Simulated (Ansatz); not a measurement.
## An elastic constant from a strain scan in TiAl

Method: DFT r2SCAN, scalar-relativistic, plane waves, PAW (Ansatz). Cutoff 500 eV, Γ-centred 24×24×14 k-points, Gaussian smearing of 0.15 eV. No spin polarisation. Energies are free energies at this smearing, counted from the undisturbed cell; pressure is positive in compression.

Reference structure (relaxed at this level; it needn't be the usual structure):

```
CELL_PARAMETERS angstrom
2.86860 0.00000 0.00000
-1.43430 2.48428 0.00000
0.00000 0.00000 4.63387
ATOMIC_POSITIONS crystal
Ti 0.00000 0.00000 0.00000
Al 0.33333 0.66667 0.50000
```

The cell is strained by ε times the Voigt pattern (0, 0, 1, 0, 0, 0) (xx, yy, zz, yz, xz, xy; engineering shear) with fractional coordinates fixed. The cell holds 2 atoms in V0 = 33.02 Å³. The stress column is τ = (1/V0) dE/dε, got from the stress tensor σ (compression positive) at each point as −det(1 + εP) σ : P(1 + εP)⁻¹, with P the pattern as a tensor.

```
      ε  ΔE (meV/atom)  τ (GPa)
-0.0200          4.895   -4.967
-0.0150          2.678   -3.643
-0.0100          1.135   -2.353
 0.0000          0.000    0.130
 0.0050          0.376    1.322
 0.0150          2.929    3.611
 0.0200              ?        ?
```

Question: Which combination of elastic constants does this scan measure, and how large is it?

Answer: For small ε, τ = τ0 + Kε with K = pᵀCp, which for this pattern is C33 in the Cartesian frame shown. The parabola through τ at ε = -0.0100, 0 and 0.0050 has slope K = 242 GPa at zero. The energies per cell, E = NΔE, of the same two points give K = 2[E(ε₊)/ε₊ − E(ε₋)/ε₋]/[(ε₊ − ε₋)V0] = 244 GPa, in agreement.

Question: Predict the withheld row at ε = 0.0200 from the harmonic law, and compare.

Answer: ΔE = V0(τ0 ε + Kε²/2)/N = 5.251 meV/atom and τ = 4.96 GPa. The calculation gives 5.074 meV/atom and 4.71 GPa, a miss of 3.4 % of the harmonic energy, so the harmonic law still holds here.

In a metal these slopes depend on the k mesh and the smearing.